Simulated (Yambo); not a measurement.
Yambo run on Cs₂KYCl₆ (space group Fm-3m, No. 225). The wavefunctions come from this Quantum ESPRESSO step (PBEsol, PseudoDojo standard norm-conserving files, scalar-relativistic):

```
&CONTROL
  calculation = 'nscf'
  pseudo_dir = './pseudo'
  outdir = './out'
/
&SYSTEM
  ibrav = 0
  nat = 10
  ntyp = 4
  ecutwfc = 74.0
  ecutrho = 296.0
  occupations = 'fixed'
  force_symmorphic = .true.
  nbnd = 373
/
&ELECTRONS
  conv_thr = 1e-08
  diago_full_acc = .true.
  diago_thr_init = 1e-08
/
ATOMIC_SPECIES
Cl 35.4500 Cl.upf
K 39.0983 K.upf
Y 88.9058 Y.upf
Cs 132.9055 Cs.upf
CELL_PARAMETERS angstrom
  0.000000000000   5.677465000000   5.677465000000
  5.677465000000   0.000000000000   5.677465000000
  5.677465000000   5.677465000000   0.000000000000
ATOMIC_POSITIONS crystal
Cl   0.767080000000   0.232920000000   0.232920000000
Cl   0.232920000000   0.767080000000   0.767080000000
Cl   0.232920000000   0.767080000000   0.232920000000
Cl   0.767080000000   0.232920000000   0.767080000000
Cl   0.232920000000   0.232920000000   0.767080000000
Cl   0.767080000000   0.767080000000   0.232920000000
K   0.500000000000   0.500000000000   0.500000000000
Y   0.000000000000   0.000000000000   0.000000000000
Cs   0.750000000000   0.750000000000   0.750000000000
Cs   0.250000000000   0.250000000000   0.250000000000
K_POINTS automatic
2 2 2 0 0 0
```

Yambo input:

```
rim_cut
gw0
dyson
el_el_corr
HF_and_locXC
ppa
em1d
RandQpts= 1000000
RandGvec= 1 Ry
EXXRLvcs= 74 Ry
VXCRLvcs= 296 Ry
Chimod= "HARTREE"
% BndsRnXp
 2 | 372 |
%
NGsBlkXp= 6 Ry
% LongDrXp
 1.0 | 1.0 | 1.0 |
%
PPAPntXp= 27.2114 eV
% GbndRnge
 1 | 372 |
%
GTermKind= "BG"
DysSolver= "n"
ExtendOut
% QPkrange
 1 | 1 | 40 | 41 |
 2 | 2 | 40 | 41 |
 3 | 3 | 40 | 41 |
%
```

k points by index: 1 = Γ, 2 = L, 3 = X.

Resulting energies as the program prints them:

```
#    K-point    Band    Eo [eV]    E [eV]    E-Eo [eV]    Vxc [eV]    Vnlxc [eV]    Sc|Eo [eV]    Sc|E [eV]    dSc/dw|Eo [eV]    Re(Z)    Im(Z)
#
    1    40    0.000000    -1.845136    -1.845136    -14.07592    -18.58432    2.231586    2.663265    -6.365556    0.810414    -0.001900
    1    41    4.959222    5.698410    0.739187    -6.671677    -2.922955    -2.903711    -3.009535    -3.895170    0.874779    -0.893454E-3
    2    40    -0.125508    -1.991064    -1.865556    -13.87625    -18.41996    2.239639    2.678156    -6.395429    0.809692    -0.002271
    2    41    5.276158    6.829115    1.552957    -11.58565    -6.111395    -3.594718    -3.921302    -5.718931    0.826294    -0.005652
    3    40    -0.009315    -1.851460    -1.842144    -14.05038    -18.55244    2.228986    2.659915    -6.364810    0.810432    -0.001934
    3    41    5.161570    6.749110    1.587540    -11.52433    -6.037152    -3.579035    -3.899634    -5.493484    0.832014    -0.003529
```
(The two width columns are left out.) Convergence of these settings isn't established.

Geometry of the Materials Project entry, not relaxed at this level.

The structure is a Materials Project entry; no match was found in the copy of COD used, and its stability was not checked.
